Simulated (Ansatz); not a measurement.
TaN: pressure against volume, fitted

```yaml
crystal:
  lattice:
    - [5.19600, 0.00000, 0.00000]
    - [-2.59800, 4.49987, 0.00000]
    - [0.00000, 0.00000, 2.91100]
  atoms:
    - { symbol: Ta, position: [0.33333, 0.66667, 0.50000] }
    - { symbol: Ta, position: [0.66667, 0.33333, 0.50000] }
    - { symbol: Ta, position: [0.00000, 0.00000, 0.00000] }
    - { symbol: N, position: [0.39285, 0.00000, 0.00000] }
    - { symbol: N, position: [0.60715, 0.60715, 0.00000] }
    - { symbol: N, position: [0.00000, 0.39285, 0.00000] }
```

Atoms are numbered in the order listed.

The cell comes from COD entry 2106407, which wasn't checked; take it as a given geometry.

No spin–orbit coupling, which matters for the heavy atoms here.

All numbers below come from DFT, PBEsol, all-electron LAPW, scalar-relativistic (Ansatz 0.2.0).

Settings: a Γ-centred 6×6×9 k mesh, Fermi–Dirac smearing of 0.01 eV, basis error target 1 meV/atom, no spin polarisation.

The cell is scaled evenly. Fractional coordinates are held (clamped ions).

```tsv
V (Å³/atom)	P (GPa)
10.663	18.50
10.890	10.27
11.117	2.87
11.230	-0.55
11.344	-3.79
11.457	-6.87
11.571	-9.79
12.024	-20.02
```

Task: Fit a third-order Birch–Murnaghan curve to the pressures.

Result: P = (3B0/2)(y^(7/2) − y^(5/2))[1 + (3/4)(B0′ − 4)(y − 1)] with y = (V0/V)^(2/3) fits within 0.01 GPa for V0 = 11.212 Å³/atom, B0 = 331.7 GPa and B0′ = 4.23.

Task: Predict the pressure at the withheld volume, 11.798 Å³/atom.

Result: There y = 0.9666, so the fit gives -15.17 GPa; the run gave -15.17 GPa.
